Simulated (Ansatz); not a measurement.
SnSb2Te4:
```xyz
7
Lattice="2.1925 1.2658 14.2730 -2.1925 1.2658 14.2730 0.0000 -2.5317 14.2730" Properties=species:S:1:pos:R:3 pbc="T T T"
Sn     0.0000     0.0000     0.0000
Sb     0.0000     0.0000    24.6500
Sb     0.0000     0.0000    18.1689
Te     0.0000     0.0000    37.2595
Te     0.0000     0.0000     5.5594
Te     0.0000     0.0000    30.4587
Te     0.0000     0.0000    12.3602
```

Relaxed with PBE. Special points in fractions of this cell's reciprocal vectors: Γ (0.000, 0.000, 0.000); T (0.500, 0.500, 0.500); H2 (0.828, 0.172, 0.500); H0 (0.500, -0.172, 0.172); L (0.500, 0.000, 0.000); S0 (0.336, -0.336, 0.000); S2 (0.664, 0.000, 0.336); F (0.500, 0.000, 0.500).

Question: List the band energies nearest the valence-band maximum at these points for the program Ansatz at the PBE level (PAW).

Answer: In eV from the valence-band maximum; about four levels below and three above (degenerate sets whole), none deeper than 8.9 eV; points with the same levels are listed once.

```json
[
 {"k": "Γ", "below": "-1.16 -1.16 -0.61 -0.30", "above": "0.54 0.90 0.90"},
 {"k": "T", "below": "-1.09 -1.09 -0.96 0.00", "above": "0.34 0.72 0.72"},
 {"k": "H2", "below": "-2.23 -1.21 -0.95 -0.60", "above": "1.16 1.51 1.65"},
 {"k": "L", "below": "-1.52 -1.47 -1.37 -0.77", "above": "0.88 1.09 1.47"},
 {"k": "S0", "below": "-2.16 -1.29 -0.89 -0.64", "above": "1.25 1.30 1.90"},
 {"k": "F", "below": "-2.12 -1.69 -1.19 -0.47", "above": "0.57 1.11 1.81"}
]
```

Space group R-3m. The workflow started from a Materials Project entry (that database holds measured and hypothetical structures alike); the Crystallography Open Database files this formula in space group No. 166, but the cells were not matched. Whether it is the stable phase at ambient conditions was not checked. The PBE relaxation kept the symmetry of its start; its stability against distortions is not shown here. A crystal of weakly bound layers computed without a dispersion correction: the cell and the soft elastic constants depend strongly on that. Scalar-relativistic: spin–orbit coupling is off unless named, which matters more the heavier the elements.

Potentials: the later of the program's two PAW sets.
